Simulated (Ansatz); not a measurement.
Zr₃Ag (Cu3Au type, space group No. 221) at seven volumes, the program Ansatz at the r²SCAN level (PAW), scaled uniformly. One row is withheld.

```tsv
V (Å³/atom)	P (GPa)
19.361	?
19.999	7.09
20.637	3.28
21.276	0.00
21.914	-2.82
22.552	-5.25
23.190	-7.33
```

Task: Fit the shown pressures and predict the withheld one.

Result: P = (3/2)B₀(x^(7/2) − x^(5/2))[1 + (3/4)(B′ − 4)(x − 1)] with x = (V₀/V)^(2/3). Least squares on the six rows gives V₀ = 21.276 Å³/atom, B₀ = 101 GPa, B′ = 4.02. At V = 19.361, x = 1.0649 and P = 11.52 GPa. The run itself gave 11.49 GPa.

Space group Pm-3m (Cu3Au type). The workflow started from an entry of the Crystallography Open Database (COD); the relaxed space group is not among those it files for this formula. COD files the formula under space group No. 123, so this cell is another polymorph or a model. Whether it is the stable phase at ambient conditions was not checked. The r²SCAN relaxation kept the symmetry of its start; its stability against distortions is not shown here. The run is not spin-polarised.

Potentials: the later of the program's two PAW sets.
